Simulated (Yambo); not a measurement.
HgO (space group P3_121, No. 152), G0W0@PBEsol in Yambo with this input:

```
rim_cut
gw0
dyson
el_el_corr
HF_and_locXC
ppa
em1d
RandQpts= 1000000
RandGvec= 1 Ry
EXXRLvcs= 84 Ry
VXCRLvcs= 336 Ry
Chimod= "HARTREE"
% BndsRnXp
 25 | 330 |
%
NGsBlkXp= 7 Ry
% LongDrXp
 1.0 | 1.0 | 1.0 |
%
PPAPntXp= 27.2114 eV
% GbndRnge
 1 | 330 |
%
GTermKind= "BG"
DysSolver= "n"
ExtendOut
```

On a 3×3×1 mesh, with wavefunctions cut at 84 Ry, the gap (Γ → Γ) is 2.559 eV and the valence edge shifts by -0.300 eV.

### Question
What happens with this change: 3 Ry block?

### Answer
The gap rises by 0.048 eV, to 2.607 eV; the shift of the valence edge becomes -0.372 eV. Neither run is shown to be the converged limit. The mesh misses a band edge: along a dense path the PBEsol gap is 1.31 eV against 1.49 eV on the mesh.

Spin-orbit coupling is included.

Geometry relaxed with PBE+D3(BJ); primitive cell a = b = 3.651 Å, c = 8.829 Å, α = β = 90.00°, γ = 120.00°.

The structure is a Materials Project entry; no match was found in the copy of COD used, and its stability was not checked.

A shift is the quasiparticle energy of the state minus its PBEsol energy.
